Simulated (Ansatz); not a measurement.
In₂GeO₆ (Fm-3m)

All numbers below come from DFT PBE, scalar-relativistic, plane waves, PAW (Ansatz 0.2.0).

Settings: cutoff 420 eV, Γ-centred mesh 10×10×10 on the computed 9-atom cell, Gaussian smearing of 0.10 eV; no spin polarisation.

The structure is relaxed at this level of theory with its symmetry kept, and needn't be the ground state of this composition.

```yaml
crystal:
  lattice:
    - [0.00000, 3.69760, 3.69760]
    - [3.69760, 0.00000, 3.69760]
    - [3.69760, 3.69760, 0.00000]
  atoms:
    - { symbol: In, position: [0.25000, 0.25000, 0.25000] }
    - { symbol: In, position: [0.75000, 0.75000, 0.75000] }
    - { symbol: Ge, position: [0.00000, 0.00000, 0.00000] }
    - { symbol: O, position: [0.75037, 0.24963, 0.24963] }
    - { symbol: O, position: [0.24963, 0.75037, 0.24963] }
    - { symbol: O, position: [0.24963, 0.75037, 0.75037] }
    - { symbol: O, position: [0.75037, 0.24963, 0.75037] }
    - { symbol: O, position: [0.24963, 0.24963, 0.75037] }
    - { symbol: O, position: [0.75037, 0.75037, 0.24963] }
```

```json
{
 "Space group": "Fm-3m (No. 225)",
 "Volume per atom": "11.23 Å³",
 "Formation energy from the elements' standard states (uncorrected)": "-0.480 eV/atom",
 "Kohn–Sham band gap": "none (metal)",
 "Density of states at the Fermi level": "14.9 states/eV per cell",
 "Orbital (Löwdin) character within 0.5 eV of the Fermi level": "O 2p 96 %",
 "Bader charge by site (e)": "In (2 in the cell) 1.81, Ge (1 in the cell) 2.38, O (6 in the cell) -1.00"
}
```

Spin polarisation was left out, and a magnetic state may lie lower.

The cell was found from a structure generator's guess, not taken from experiment. Löwdin shares on free-atom orbitals overweight diffuse shells.
